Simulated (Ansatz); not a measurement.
TePb:
```yaml
crystal:
  lattice:
    - [0.00000, 3.22171, 3.22171]
    - [3.22171, 0.00000, 3.22171]
    - [3.22171, 3.22171, 0.00000]
  atoms:
    - { symbol: Te, position: [0.00000, 0.00000, 0.00000] }
    - { symbol: Pb, position: [0.50000, 0.50000, 0.50000] }
```

Relaxed with PBEsol. Special points in fractions of this cell's reciprocal vectors: Γ (0.000, 0.000, 0.000); X (0.500, 0.000, 0.500); U (0.625, 0.250, 0.625); K (0.375, 0.375, 0.750); L (0.500, 0.500, 0.500); W (0.500, 0.250, 0.750).

Problem. List the band energies nearest the valence-band maximum at these points for DFT-PBEsol in the program Ansatz with PAW potentials.

Solution. In eV from the valence-band maximum; about four levels below and three above (degenerate sets whole), none deeper than 8.9 eV; points with the same levels are listed once.

| k | below | above |
|---|---|---|
| Γ | -5.60 -1.37 -1.37 -1.37 | 4.07 4.07 4.07 |
| X | -7.32 -4.59 -2.85 -2.85 | 3.18 5.50 5.50 |
| U | -8.01 -4.20 -2.34 -2.12 | 3.55 3.79 5.07 |
| L | -8.65 -0.90 -0.90 0.00 | 0.65 1.23 1.23 |
| W | -8.03 -3.86 -3.86 -0.36 | 1.63 5.18 5.18 |

Space group Fm-3m (rock salt). The PBEsol relaxation kept the symmetry of its start. Spin–orbit coupling is left out wherever it is not named.

Potentials: the earlier of the program's two PAW sets. The files were generated under PBE; for other functionals the program regenerates the frozen cores, and for LDA and PBEsol the local potential too.
